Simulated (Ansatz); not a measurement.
**Cu (P6_3/mmc), two-dimensional strain map**

Method: DFT r2SCAN, scalar-relativistic, plane waves, PAW in Ansatz 0.2.0. Settings: plane waves to 500 eV, k-mesh 24×24×6 (Γ-centred), Gaussian smearing 0.15 eV. No spin polarisation. Energies are free energies at this smearing, counted from the undisturbed cell; pressure is positive in compression.

The undisturbed cell (relaxed at this level; this form isn't the usual structure):

```xyz
4
Lattice="2.5293 0.0000 0.0000 -1.2647 2.1905 0.0000 0.0000 0.0000 8.2639" Properties=species:S:1:pos:R:3 pbc="T T T"
Cu    0.0000    0.0000    0.0000
Cu    0.0000    1.4603    2.0660
Cu    0.0000    0.0000    4.1320
Cu    1.2647    0.7302    6.1980
```

The cell is strained by p along both x and y and by q along z, fractional coordinates fixed. Points are written (p, q).

Energy above the undisturbed cell in meV/atom (a dash: not computed):

| p \ q | -0.050 | -0.025 | 0.000 | 0.025 | 0.050 |
| --- | --- | --- | --- | --- | --- |
| -0.050 | ? | 111.9 | 83.2 | 70.6 | 71.1 |
| -0.025 | 71.0 | – | ? | – | 24.9 |
| 0.000 | 30.2 | – | 0.0 | – | 22.2 |
| 0.050 | ? | – | 58.8 | – | 107.2 |

(1) Fill in the withheld energies.

Answers

(1) (-0.050, -0.050): 160.4; (-0.025, 0.000): 18.7; (0.050, -0.050): 49.5.